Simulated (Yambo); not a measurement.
# Convergence of the G0W0 gap of SrGaSnH

G0W0@PBEsol for SrGaSnH (space group P3m1, No. 156) in Yambo. Reference settings: 3×3×2 Γ-centred k mesh, 338 bands and a 8 Ry block in the screening, 338 bands in G with the Bruneval-Gonze terminator, plasmon pole fitted at 27.2 eV. The PBEsol gap A → K on this mesh is 0.38 eV; G0W0 gaps are taken between the same points.

| change from the reference | G0W0 gap A → K (eV) | shift of the valence edge (eV) | rough Yambo cost |
|---|---|---|---|
| reference settings | 1.03 | -0.67 | 1 |
| 128 bands in W, 128 bands in G | 1.01 | -0.41 | about 1/3 |
| 218 bands in W, 218 bands in G | 1.01 | -0.57 | within a factor of two |
| 128 bands in G | 1.02 | -0.61 | – |
| 1 Ry block | 0.79 | -0.17 | about 1/3 |
| 3 Ry block | 0.90 | -0.46 | within a factor of two |
| 7 Ry block | 1.02 | -0.66 | within a factor of two |
| pole fitted at 15 eV | 1.02 | -0.55 | – |
| no random integration | 1.01 | -0.49 | – |
| 128 bands in G, no terminator | 0.97 | -0.22 | – |
| no terminator | 1.02 | -0.59 | – |
| 218 bands in G, no terminator | 1.01 | -0.48 | – |

The reference isn't shown to be the converged limit. Costs are rough (shared machines), scaled to the same edge states, and given only for runs that recompute the screening. In the run with 338 bands and a 8 Ry block, which covers more k points, the smallest G0W0 gap is 0.97 eV, A → A. The mesh misses a band edge: along a dense path the PBEsol gap is 0.29 eV against 0.38 eV on the mesh.

The standard potentials for Ga, Sn keep a d shell in the valence without the s and p states of that shell. In tests on such compounds this moved G0W0 gaps by up to about 0.9 eV, so absolute quasiparticle energies here are unreliable; differences between settings are what counts.

Spin-orbit coupling is included.

Geometry relaxed with PBEsol; primitive cell a = b = 4.428 Å, c = 5.001 Å, α = β = 90.00°, γ = 120.00°.

A shift is the quasiparticle energy of the state minus its PBEsol energy.
